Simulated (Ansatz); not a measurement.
Data sheet: CdGaNO (DFT)

CdGaNO:
```xyz
4
Lattice="3.2814 0.0000 0.0000 -1.6407 2.8418 0.0000 0.0000 0.0000 5.6838" Properties=species:S:1:pos:R:3 pbc="T T T"
Ga     0.0000     1.8945     2.8540
Cd     1.6407     0.9473     5.5687
O      0.0000     1.8945     0.9712
N      1.6407     0.9473     3.3947
```

Space group P3m1 (No. 156); conventional cell a = 3.2814 Å, b = 3.2814 Å, c = 5.6838 Å, α = 90.00°, β = 90.00°, γ = 120.00°.

Method: the program Ansatz at the PBEsol level (PAW). Geometry: relaxed at this level of theory. Other levels are named where they apply.

Cell and energy:

| Quantity | Result |
|---|---|
| Volume per atom | 13.25 Å³ |
| Density | 6.65 g/cm³ |
| Formation energy from the elements (no fitted shifts) | -0.76 eV/atom |

Electronic structure:

| Item | Value |
|---|---|
| Band gap | 0.51 eV (direct) |
| Valence-band maximum | at Γ |
| Conduction-band minimum | at Γ |
| Electron effective mass | 0.095, 0.095, 0.11 mₑ (principal values) |
| Hole effective mass, band 1 of 2 at the edge | 2.3 along x, 2.4 along z (mₑ) |
| Hole effective mass, band 2 of 2 at the edge | 0.094 along x, 2.4 along z (mₑ) |

Mechanics:

| Item | Value |
|---|---|
| Bulk modulus (Birch–Murnaghan fit) | 139 GPa |
| Pressure derivative B′ | 4.5 |
| Elastic constants (relaxed ions, GPa) | C11 = 207, C12 = 94.1, C13 = 96.6, C14 = -1.9, C33 = 301, C44 = 40.5 |
| Mechanical stability | stable (all eigenvalues of C positive) |
| Hill bulk and shear moduli | 141 and 53.9 GPa |
| Young's modulus | 143 GPa |
| Poisson's ratio | 0.33 |
| Debye temperature from the elastic constants | 402 K |
| Piezoelectric stress constants (proper, relaxed ions, C/m²) | e15 = e24 = 0.57, e16 = e21 = 0.31, e22 = -0.31, e31 = e32 = 0.35, e33 = -0.83 |

Dielectric response:

| Property | Value |
|---|---|
| Electronic dielectric constant ε∞ (DFPT) | 6.91 (xx = yy), 6.96 (zz) |
| Static dielectric constant ε0 (ions relaxed, cell fixed) | 12.0 (xx = yy), 11.1 (zz) |
| Born charges (a third of the trace) | Ga +2.76, Cd +2.17, O -2.44, N -2.50 e |

Phonons:

| Item | Value |
|---|---|
| Highest zone-centre frequency (without LO–TO term) | 612 cm⁻¹ |
| Zone-centre stability | no imaginary mode at Γ |

The start of the workflow was typed in or built on a structure type; neither database checked (COD, Materials Project) lists it. Its standing as an ambient phase is unchecked. The PBEsol relaxation kept the symmetry of its start. Signs of piezoelectric constants follow the polarity of the cell as given. The references are the lowest solids computed at this level, not always the standard phases (solids in place of the gases). Spin–orbit coupling is left out wherever it is not named.

Potentials: the earlier of the program's two PAW sets. The files were generated under PBE; for other functionals the program regenerates the frozen cores, and for LDA and PBEsol the local potential too.
